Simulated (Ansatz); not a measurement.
Given:

Be2B:
```cif
data_BBe2
_chemical_formula_sum 'Be2 B1'
_space_group_name_H-M_alt 'P 1'
_space_group_IT_number 1
_cell_length_a 3.21929
_cell_length_b 3.21929
_cell_length_c 3.21929
_cell_angle_alpha 60.000
_cell_angle_beta 60.000
_cell_angle_gamma 60.000
loop_
_space_group_symop_operation_xyz
  'x, y, z'
loop_
_atom_site_label
_atom_site_type_symbol
_atom_site_fract_x
_atom_site_fract_y
_atom_site_fract_z
_atom_site_occupancy
Be1 Be 0.25000 0.25000 0.25000 1
Be2 Be 0.75000 0.75000 0.75000 1
B1 B 0.00000 0.00000 0.00000 1
```

This is the PBEsol-relaxed structure.

Q: All from the program Ansatz at the PBEsol level (PAW), unless another level is named. Predict the electronic character.

A: metallic (no gap).

Q: What about the density of states at the Fermi level?

A: 0.25 states/eV per atom (mean over ±0.08 eV).

Q: What about the formation energy from the elements (no fitted shifts)?

A: 0.049 eV/atom.

Space group Fm-3m (fluorite or antifluorite type). The workflow started from an entry of the Crystallography Open Database (COD). Whether it is the stable phase at ambient conditions was not checked. Symmetry was held in the PBEsol relaxation; whether a distortion lowers the energy is not shown. The references are the lowest solids computed at this level, not always the standard phases.

Potentials: the later of the program's two PAW sets.
